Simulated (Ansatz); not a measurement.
TiTe2:
```yaml
crystal:
  lattice:
    - [6.68656, 0.00000, 0.00000]
    - [0.00000, 6.68656, 0.00000]
    - [0.00000, 0.00000, 3.64463]
  atoms:
    - { symbol: Ti, position: [0.00000, 0.00000, 0.00000] }
    - { symbol: Ti, position: [0.50000, 0.50000, 0.50000] }
    - { symbol: Te, position: [0.29367, 0.29367, 0.00000] }
    - { symbol: Te, position: [0.79367, 0.20633, 0.50000] }
    - { symbol: Te, position: [0.20633, 0.79367, 0.50000] }
    - { symbol: Te, position: [0.70633, 0.70633, 0.00000] }
```

This is the PBEsol-relaxed structure.

Task: All from PBEsol in the plane-wave PAW code Ansatz, unless another level is named. Predict the electronic character.

Result: metallic (no gap).

Task: Give the formation energy from the elements (no fitted shifts).

Result: -0.59 eV/atom.

Task: Predict the density of states at the Fermi level.

Result: 0.31 states/eV per atom (mean over ±0.08 eV).

Space group P4_2/mnm. A made-up cell: these elements were put on the sites of a structure type; neither database checked (COD, Materials Project) lists it. COD files the formula under space group No. 164. Whether it is the stable phase at ambient conditions was not checked. The PBEsol relaxation kept the symmetry of its start; its stability against distortions is not shown here. The run is not spin-polarised. The references are the lowest solids computed at this level, not always the standard phases. Spin–orbit coupling is left out wherever it is not named.

Potentials: the later of the program's two PAW sets.
